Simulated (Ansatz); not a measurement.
SiGe:
```
CELL_PARAMETERS angstrom
      3.59555     0.00000     0.00000
     -1.79777     3.11383     0.00000
      0.00000     0.00000     3.28046
ATOMIC_POSITIONS crystal
  Ge 0.00000 0.00000 0.00000
  Si 0.66667 0.33333 0.50000
```

Relaxed with PBE. Special points in fractions of this cell's reciprocal vectors: Γ (0.000, 0.000, 0.000); M (0.500, 0.000, 0.000); K (0.333, 0.333, 0.000); A (0.000, 0.000, 0.500); L (0.500, 0.000, 0.500); H (0.333, 0.333, 0.500).

List the band energies nearest the Fermi level at these points for PBE with spin–orbit coupling in the plane-wave PAW code Ansatz.

In eV from the Fermi level; about four levels below and three above (degenerate sets whole), none deeper than 8.9 eV; points with the same levels are listed once.

```tsv
k	below	above
Γ	-0.49 -0.49	0.04 0.04 0.14 0.14
M	-8.24 -8.24 -2.12 -2.12	0.43 0.43 2.03 2.03
K	-8.52 -8.50 -5.18 -5.14	3.23 3.23 3.25 3.26
A	–	3.00 3.00 3.03 3.03
L	-4.74 -4.74 -4.50 -4.50	1.15 1.15 1.35 1.35
H	-1.86 -1.75 -1.61 -1.59	8.70 8.73 9.43
```

Space group P-6m2. A made-up cell: these elements were put on the sites of a structure type; neither database checked (COD, Materials Project) lists it. Whether it is the stable phase at ambient conditions was not checked. The cell was relaxed with PBE under the symmetry of its start; whether a distortion lowers the energy is not shown.

Potentials: the earlier of the program's two PAW sets.
